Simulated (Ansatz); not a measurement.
BaO$_{2}$ (MoSi2 or CaC2 type, I4/mmm) at seven volumes, LDA (plane waves, PAW; program Ansatz), shape and atoms relaxed at each. One row is withheld.

```tsv
V (Å³/atom)	P (GPa)
14.040	10.74
14.503	6.52
14.966	2.98
15.429	0.00
15.891	?
16.354	-4.60
16.817	-6.34
```

Fit the shown pressures and predict the withheld one.

Third-order Birch–Murnaghan: P = (3/2)B₀(x^(7/2) − x^(5/2))[1 + (3/4)(B′ − 4)(x − 1)] with x = (V₀/V)^(2/3). Least squares on the six rows gives V₀ = 15.429 Å³/atom, B₀ = 90.66 GPa, B′ = 4.82. At V = 15.891, x = 0.9805 and P = -2.49 GPa. The run itself gave -2.50 GPa.

The first step of the workflow began from a Materials Project structure, measured or hypothetical; the Crystallography Open Database files this formula in space group No. 139, but the cells were not matched. Whether it is the stable phase at ambient conditions was not checked. The cell was relaxed with LDA under the symmetry of its start; its stability against distortions is not shown here. Spin–orbit coupling is left out wherever it is not named.

Potentials: the later of the program's two PAW sets.
